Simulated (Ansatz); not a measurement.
Cd (fcc (Cu type), Fm-3m) at seven volumes, r²SCAN in the plane-wave PAW code Ansatz, scaled uniformly. One row is withheld.

```json
[
 {"V (Å³/atom)": "19.804", "P (GPa)": "?"},
 {"V (Å³/atom)": "20.457", "P (GPa)": "3.73"},
 {"V (Å³/atom)": "21.110", "P (GPa)": "1.69"},
 {"V (Å³/atom)": "21.763", "P (GPa)": "0.00"},
 {"V (Å³/atom)": "22.416", "P (GPa)": "-1.40"},
 {"V (Å³/atom)": "23.069", "P (GPa)": "-2.56"},
 {"V (Å³/atom)": "23.722", "P (GPa)": "-3.51"}
]
```

Task: Fit the shown pressures and predict the withheld one.

Result: P = (3/2)B₀(x^(7/2) − x^(5/2))[1 + (3/4)(B′ − 4)(x − 1)] with x = (V₀/V)^(2/3). Least squares on the six rows gives V₀ = 21.763 Å³/atom, B₀ = 51.2 GPa, B′ = 5.30. At V = 19.804, x = 1.0649 and P = 6.20 GPa. The run itself gave 6.22 GPa.

The cell is a constructed one: a structure type filled with these elements; the Crystallography Open Database copy checked does not list it. It is not the phase usual at ambient conditions (space group No. 194). The cell was relaxed with r²SCAN under the symmetry of its start. At this level the phase is mechanically unstable.

Potentials: the later of the program's two PAW sets.
